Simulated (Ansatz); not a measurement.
A distorted cell of KCl (rock salt):

```yaml
crystal:
  lattice:
    - [0.00000, 3.10977, 3.35856]
    - [3.10977, 0.00000, 3.35856]
    - [3.10977, 3.10977, 0.00000]
  atoms:
    - { symbol: Cl, position: [0.00000, 0.00000, 0.00000] }
    - { symbol: K, position: [0.50000, 0.50000, 0.50000] }
```

The numbers are results of PBE (plane waves to 420 eV, PAW, scalar-relativistic; Ansatz, a quantum-chemistry and plane-wave program), not measurements. k mesh 9×9×9 (Γ-centred), Fermi-Dirac smearing 0.05 eV. Energies are smeared free energies. Compression counts positive. KCl was relaxed with its symmetry unable to fall.

Task: Give the stress tensor in GPa and the pressure.

Result: 
```
   0.94     0.00     0.00
   0.00     0.94     0.00
   0.00     0.00    -1.07
```
The pressure, a third of the trace, is 0.27 GPa.

Task: It is the relaxed cell deformed to V/V₀ = 1.000, (c/a)/(c/a)₀ = 1.080, c along z, fractional positions held. What is its energy relative to the relaxed cell?

Result: 10.9 meV/atom.

(Under strain, the slope of the energy per volume gives the stress and its curvature an elastic modulus.)
